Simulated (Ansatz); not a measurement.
**Data sheet: ScTaN2 (DFT)**

ScTaN$_{2}$:
```xyz
8
Lattice="3.0579 0.0000 0.0000 -1.5289 2.6482 0.0000 0.0000 0.0000 10.5901" Properties=species:S:1:pos:R:3 pbc="T T T"
Sc     0.0000     0.0000     5.2950
Sc     0.0000     0.0000     0.0000
Ta     1.5289     0.8827     7.9426
Ta     0.0000     1.7655     2.6475
N      1.5289     0.8827     1.3142
N      0.0000     1.7655     9.2759
N      0.0000     1.7655     6.6092
N      1.5289     0.8827     3.9809
```

Space group P6_3/mmc (No. 194); conventional cell a = b = 3.058 Å, c = 10.590 Å, α = β = 90.00°, γ = 120.00°.

Method: DFT-r²SCAN in the program Ansatz with PAW potentials. The cell and atoms are relaxed at this level. Other levels are named where they apply.

### Cell and energy

```yaml
volume_per_atom: 10.72 Å³
density: 9.83 g/cm³
Formation energy from the elements (no fitted shifts): -1.87 eV/atom
```

### Electronic structure

```yaml
electronic_character: no gap, with almost no states at the Fermi level (zero-gap or semimetallic)
Density of states at the Fermi level: 0.00 states/eV per atom (mean over ±0.08 eV)
HSE06 gap on the r²SCAN cell: 0.17 eV (a hybrid on a coarse mesh can open a false gap in a semimetal)
Gap with spin–orbit coupling: none (metallic)
```

### Mechanics

```yaml
Bulk modulus (Birch–Murnaghan fit): 291 GPa
Pressure derivative B′: 4.2
Elastic constants (relaxed ions, GPa): C11 = 584, C12 = 159, C13 = 138, C33 = 585, C44 = 203
mechanical_stability: stable (all eigenvalues of C positive)
hill_bulk_and_shear_moduli: 292 and 211 GPa
Young's modulus: 511 GPa
Poisson's ratio: 0.21
debye_temperature_from_the_elastic_constants: 692 K
```

### Phonons

```yaml
highest_zone_centre_frequency: 702 cm⁻¹
zone_centre_stability: no imaginary mode at Γ
```

### Charges

```yaml
bader_charges: Sc +1.83, Ta +1.81, N -1.82 e
```

The workflow started from a Materials Project entry (that database holds measured and hypothetical structures alike); the Crystallography Open Database copy checked does not list it. Its standing as an ambient phase is unchecked. The r²SCAN relaxation kept the symmetry of its start. No spin polarisation was allowed. As this level gives no gap, shear constants depend on the k-mesh and smearing (Fermi–Dirac, 0.1 eV here). As this level gives no gap, phonon frequencies hold no LO–TO term and depend on the k-mesh and smearing (Fermi–Dirac, 0.1 eV here). The references are the lowest solids computed at this level, not always the standard phases (solids in place of the gases). Scalar-relativistic: spin–orbit coupling is off unless named, which matters more the heavier the elements.

Potentials: the later of the program's two PAW sets.
